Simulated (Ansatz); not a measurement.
Input:

Ru₂C:
Space group P-3m1 (No. 164); a = b = 2.791 Å, c = 4.982 Å, α = β = 90.00°, γ = 120.00°

```tsv
atom	site	symmetry	x	y	z
C	1a	-3m.	0.0000	0.0000	0.0000
Ru	2d	3m.	0.3333	0.6667	0.2655
```

This is the r²SCAN-relaxed structure.

All from DFT-r²SCAN in the program Ansatz with PAW potentials, unless another level is named. Predict the electronic character.

metallic (no gap).

Predict the formation energy from the elements (no fitted shifts).

508 meV/atom.

What about the density of states at the Fermi level?

0.92 states/eV per atom (mean over ±0.08 eV).

Next, the gap with spin–orbit coupling?

none (metallic).

A made-up cell: these elements were put on the sites of a structure type; neither database checked (COD, Materials Project) lists it. Its standing as an ambient phase is unchecked. The r²SCAN relaxation kept the symmetry of its start; whether a distortion lowers the energy is not shown. The run is not spin-polarised. The references are the lowest solids computed at this level, not always the standard phases. Scalar-relativistic: spin–orbit coupling is off unless named, which matters more the heavier the elements.

Potentials: the earlier of the program's two PAW sets.
